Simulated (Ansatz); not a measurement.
AlPd$_{3}$N (anti-perovskite, space group No. 221) under volume change, PBEsol (plane waves, PAW; program Ansatz), scaled uniformly.

```json
[
 {"V (Å³/atom)": "12.331", "E − E(relaxed) (meV/atom)": "80.0", "P (GPa)": "23.07"},
 {"V (Å³/atom)": "12.738", "E − E(relaxed) (meV/atom)": "33.4", "P (GPa)": "13.98"},
 {"V (Å³/atom)": "13.144", "E − E(relaxed) (meV/atom)": "7.8", "P (GPa)": "6.37"},
 {"V (Å³/atom)": "13.551", "E − E(relaxed) (meV/atom)": "0.0", "P (GPa)": "0.01"},
 {"V (Å³/atom)": "13.957", "E − E(relaxed) (meV/atom)": "6.9", "P (GPa)": "-5.31"},
 {"V (Å³/atom)": "14.364", "E − E(relaxed) (meV/atom)": "26.2", "P (GPa)": "-9.75"},
 {"V (Å³/atom)": "14.770", "E − E(relaxed) (meV/atom)": "55.8", "P (GPa)": "-13.44"}
]
```

Q: What does a third-order Birch–Murnaghan fit give for V₀, B₀ and B′?

A: V₀ = 13.55 Å³/atom, B₀ = 193 GPa, B′ = 5.0.

Space group Pm-3m (anti-perovskite). The start of the workflow was typed in or built on a structure type; neither database checked (COD, Materials Project) lists it. Its standing as an ambient phase is unchecked. The cell was relaxed with PBEsol under the symmetry of its start. At this level the phase is dynamically unstable (imaginary phonons). The run is not spin-polarised.

Potentials: the later of the program's two PAW sets.
